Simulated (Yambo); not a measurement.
G0W0@PBEsol for a free-standing PtS2 monolayer (symmetry P-3m1, slab cell 15.5 Å high) in Yambo. Reference settings: 6×6×1 Γ-centred k mesh, bands 9 to 172 and a 6 Ry block in the screening, 172 bands in G with the Bruneval-Gonze terminator, plasmon pole fitted at 27.2 eV, slab-truncated Coulomb interaction, stochastic integration of W near q = 0. The PBEsol gap (0.167, 0.167) → (0, 0.167) on this mesh is 2.01 eV; G0W0 gaps are taken between the same points.

The settings were changed. The gap went from 3.25 eV to 3.22 eV, and the shift of the valence edge from -0.45 eV to -0.39 eV.

**Question.** Which change was made?
A) no stochastic integration of W
B) 114 bands in G, no terminator
C) 2 Ry block
D) pole fitted at 15 eV

**Answer.** D, pole fitted at 15 eV. The others gave (gap, valence shift): no stochastic integration of W: 4.50, -1.08 eV; 114 bands in G, no terminator: 3.31, -0.05 eV; 2 Ry block: 3.20, -0.25 eV. In the run with 172 bands and a 6 Ry block, which covers more k points, the smallest G0W0 gap is 3.20 eV, (0, 0.167) → (0, 0.167).

Spin-orbit coupling is included.

Geometry relaxed with PBEsol; primitive cell a = b = 3.5345 Å, c = 15.5000 Å, α = β = 90.00°, γ = 120.00°.

A shift is the quasiparticle energy of the state minus its PBEsol energy.
